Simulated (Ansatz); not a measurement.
Trial structure of Rb₂Ag₃, not yet relaxed:

```
Rb Ag
1.0
     5.56049    0.00000    0.00000
     0.00000    5.56049    0.00000
     0.00000    0.00000    5.56049
Rb Ag
2 3
Direct
  0.00000 0.00000 0.00000
  0.50000 0.50000 0.50000
  0.50000 0.00000 0.00000
  0.00000 0.50000 0.00000
  0.00000 0.00000 0.50000
```

Level of theory: Ansatz, DFT PBE, scalar-relativistic, plane waves, PAW. Cutoff 420 eV; k points 4×4×4 on the computed 5-atom cell (Γ-centred); Gaussian smearing, width 0.10 eV; no spin polarisation.

The zero of energy is the elements' standard structures at the same level; no fitted shifts are applied.

**Question.** How far from equilibrium is it?

**Answer.** The pressure is 6.2 GPa (it wants to expand), the largest force is 0.00 eV/Å (symmetry fixes the atoms), and the energy is +0.90 eV/atom against the elements. The shortest distance is 2.78 Å.

**Question.** How much does it gain on relaxing, and where does it end?

**Answer.** Relaxing gains about 0.25 eV/atom (the start's value is from the coarse mesh, so the gain is rough) in 10 ionic steps and ends at +0.64 eV/atom on the finer mesh. The symmetry stays Pm-3m (No. 221). The volume per atom grows by 57.4 %, from 34.4 to 54.1 Å³. The shortest distance goes from 2.78 Å (Rb–Ag) to 3.23 Å (Rb–Ag). Conventional cell: a = 6.468 Å. Around Rb on its first site lie 6 Ag at 3.23 Å; Rb on its second site is surrounded by 12 Ag at 4.57 Å; around Ag lie 2 Rb at 3.23 Å, 4 Rb at 4.57 Å and 8 Ag at 4.57 Å.

The last run used a 6×6×6 mesh for its 5-atom cell and Gaussian smearing of 0.10 eV. The relaxation can't lower the symmetry of the start. A structure relaxed within its symmetry needn't be a true minimum.
